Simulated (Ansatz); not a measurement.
**Kick test of a cell of Al3InAs4**

The structure comes from a generated guess, relaxed at this level; another structure or a mixture of phases may lie lower.

Level of theory: DFT PBE, scalar-relativistic, plane waves, PAW (Ansatz). Plane waves to 420 eV, a k mesh through Γ of 8×8×8 on the computed 8-atom cell and Gaussian smearing (0.02 eV); no spin polarisation.

The cell below (8 atoms, space group I-42m (No. 121)) is relaxed within its symmetry.

```yaml
crystal:
  lattice:
    - [-2.91865, 2.91865, 5.82845]
    - [2.91865, -2.91865, 5.82845]
    - [2.91865, 2.91865, -5.82845]
  atoms:
    - { symbol: Al, position: [0.00000, 0.00000, 0.00000] }
    - { symbol: Al, position: [0.25000, 0.75000, 0.50000] }
    - { symbol: Al, position: [0.75000, 0.25000, 0.50000] }
    - { symbol: In, position: [0.50000, 0.50000, 0.00000] }
    - { symbol: As, position: [0.63294, 0.63294, 0.52695] }
    - { symbol: As, position: [0.10600, 0.10600, 0.47305] }
    - { symbol: As, position: [0.89400, 0.36706, 0.00000] }
    - { symbol: As, position: [0.36706, 0.89400, 0.00000] }
```

For the test it was strained at random (σ = 1.5 % a component), the atoms were moved at random (σ = 0.10 Å), and all was relaxed again on a coarse 4×4×4 mesh (in the run’s order of axes) with 0.10 eV smearing, with no symmetry imposed.

Q: What happens?

A: It returns, within 1 meV/atom of the unmoved cell on that mesh and with the same symmetry when read at 0.1 Å (C2 at 0.01 Å, so small strains and shifts remain). So it is stable against the distortions that fit this cell and that this random move excites. Modes that don't fit the cell aren't tested.
